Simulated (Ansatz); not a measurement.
MgS (rock salt, Fm-3m), PBE in the plane-wave PAW code Ansatz. The conduction-band minimum lies at X, with 3 equivalent valleys. Second derivatives d²E/dk² of the lowest band at one valley (eV·Å²), along Cartesian directions:

```json
[
 {"direction": "[100]", "d²E/dk²": "14.54"},
 {"direction": "[010]", "d²E/dk²": "26.04"},
 {"direction": "[001]", "d²E/dk²": "26.04"},
 {"direction": "[110]", "d²E/dk²": "20.29"},
 {"direction": "[101]", "d²E/dk²": "20.29"},
 {"direction": "[011]", "d²E/dk²": "26.01"}
]
```

Q: Find the principal effective masses, the density-of-states mass and the conductivity mass.

A: Off-diagonal terms follow from H_xy = H[110] − (H_xx + H_yy)/2, and m*/mₑ = 7.620 eV·Å² over each eigenvalue: 0.29, 0.29, 0.52. One valley's DOS mass (m₁m₂m₃)^(1/3) = 0.36, conductivity mass 3/(Σ 1/mᵢ) = 0.34 mₑ.

Q: What effective density of states Nc follows at 300 K for parabolic valleys?

A: Nc = 2.509e19 × 3 × (0.36)^(3/2) ≈ 1.6e19 cm⁻³.

Symmetry was held in the PBE relaxation.

Potentials: the later of the program's two PAW sets.

Edges and masses are those of Kohn–Sham bands, whose gap is no quasiparticle gap.
